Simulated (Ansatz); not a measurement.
KMgF$_{3}$: from a migration barrier to a jump rate

Level of theory: DFT PBEsol, scalar-relativistic, plane waves, PAW (Ansatz 0.2.0). Settings: plane waves to 420 eV, k-mesh 4×4×4 (Γ-centred), Gaussian smearing 0.05 eV. No spin polarisation.

In a supercell of 20 sites an atom of K jumps into a neighbouring K vacancy, a = 3.99 Å from site to site in the perfect crystal, with a cell charge of -1 (uniform background, no finite-size correction). The half-way point, relaxed in its symmetry, lies 2.151 eV above the relaxed vacancy. Take it as the barrier; the order of the saddle wasn't checked, and the cell is small.

Q: With an assumed attempt frequency of 10¹³ s⁻¹, how often does the jump happen, and how fast does the vacancy diffuse?

A: Transition-state theory gives Γ = ν exp(−E/k_BT), and one such jump direction contributes Γa²/6 to the vacancy's diffusion coefficient averaged over directions:

```
T (K) E/k_BT       Γ (1/s)  Γa²/6 (cm²/s)
  300    83.2  7.3 × 10^-24   1.9 × 10^-39
  600    41.6   8.5 × 10^-6   2.3 × 10^-21
 1000    25.0    1.4 × 10^2   3.8 × 10^-14
 1500    16.6    5.9 × 10^5   1.6 × 10^-10
```

The rate reaches one jump a second at T = E/(k_B ln 10¹³) = 834 K. The number of equivalent jumps multiplies D if they link up through the crystal; a hop between two sites alone gives no long-range diffusion, which then waits on a higher barrier. In either case the atoms' own diffusion carries the vacancy concentration and a correlation factor besides. Rows above the melting point are formal, and so are rows where E/k_BT falls under about 3, since the theory needs rare jumps.

Q: How much does an error of 0.1 eV in the barrier matter?

A: It multiplies the rate by exp(0.1 eV/k_BT): 48 at 300 K and 3.2 at 1000 K, more than the usual doubt about ν at low temperature.

Cost: 2 runs of about 1.3 core-minutes in all, on Intel Xeon 6975P-C (Granite Rapids) (shared hosts).